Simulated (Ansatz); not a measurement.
The elements of this relaxed trial crystal are hidden behind letters.

```
lattice vectors (Å)
   3.3614   -5.0878    0.0000
   3.3614    5.0878    0.0000
   0.0000    0.0000    3.5515
fractional positions
X 0.5000 0.0000 0.5000
X 0.0000 0.5000 0.5000
Z 0.0000 0.0000 0.0000
Q 0.7753 0.7753 0.5000
Q 0.2247 0.2247 0.5000
Q 0.6797 0.3203 0.0000
Q 0.3203 0.6797 0.0000
```

These are results of DFT PBE, scalar-relativistic, plane waves, PAW (Ansatz), not measurements. Settings of the last relaxation (7-atom cell): 420 eV, 8×8×10 k points, Gaussian smearing of 0.10 eV, collinear spin.

* Space group: Cmmm (No. 65)
* Conventional cell: a = 6.723 Å, b = 10.176 Å, c = 3.551 Å
* Volume per atom: 17.35 Å³
* Density: 9.37 g/cm³
* Energy over the elements: −0.38 eV/atom
* Gap on the 8×8×10 mesh of the 7-atom cell: 0 eV (a metal)
* Net moment per atom: 0.00 μB

Energies are uncorrected and count from the elements' standard states at the same level.

Task: X is a d-block element of period 6, Z is a d-block element of period 6 and Q is a p-block element of period 3. Which elements are they?

Result: X = Ta, Z = Pt, Q = S, so the formula is Ta2PtS4. Density times volume gives a mean mass of 9.37 × 17.35/1.6605 = 97.9 u per atom, and this set has 97.9 u. Around Ta lie 6 S at 2.55 Å; Pt has 4 S at 2.33 Å; S on a site of symmetry 2mm is surrounded by 2 Pt at 2.33 Å and 2 Ta at 2.55 Å; 1 more site not described. Other sets within the hints have nearly the same mass, so mass alone doesn't settle it; this one was computed.

Spin–orbit coupling, which can matter for Pt and Ta, is left out. Symmetry constrained the relaxation, so the result can be a saddle point.
